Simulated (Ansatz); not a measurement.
LaB6:
```
LaB6
1.0
    4.12971     0.00000     0.00000
    0.00000     4.12971     0.00000
    0.00000     0.00000     4.12971
La B
1 6
Direct
  0.00000   0.00000   0.00000
  0.80035   0.50000   0.50000
  0.19965   0.50000   0.50000
  0.50000   0.80035   0.50000
  0.50000   0.19965   0.50000
  0.50000   0.50000   0.80035
  0.50000   0.50000   0.19965
```

Relaxed with PBEsol. Special points in fractions of this cell's reciprocal vectors: Γ (0.000, 0.000, 0.000); X (0.000, 0.500, 0.000); M (0.500, 0.500, 0.000); R (0.500, 0.500, 0.500).

### Question
List the band energies nearest the Fermi level at these points for PBEsol (plane waves, PAW; program Ansatz).

### Answer
In eV from the Fermi level; about four levels below and three above (degenerate sets whole), none deeper than 8.9 eV; points with the same levels are listed once.

| k | below | above |
|---|---|---|
| Γ | -6.94 -6.94 -1.85 -1.85 -1.85 | 0.21 0.21 0.21 |
| X | -3.45 -3.45 -3.16 -2.54 -1.46 | 1.50 1.63 1.63 |
| M | -4.49 -4.49 -2.86 -2.86 | 1.04 1.04 2.00 |
| R | -4.69 -4.69 -4.69 -2.36 -2.36 -2.36 | 1.50 1.80 1.80 1.80 |

Space group Pm-3m. The PBEsol relaxation kept the symmetry of its start. Scalar-relativistic: spin–orbit coupling is off unless named, which matters more the heavier the elements.

Potentials: the earlier of the program's two PAW sets. The files were generated under PBE; for other functionals the program regenerates the frozen cores, and for LDA and PBEsol the local potential too.
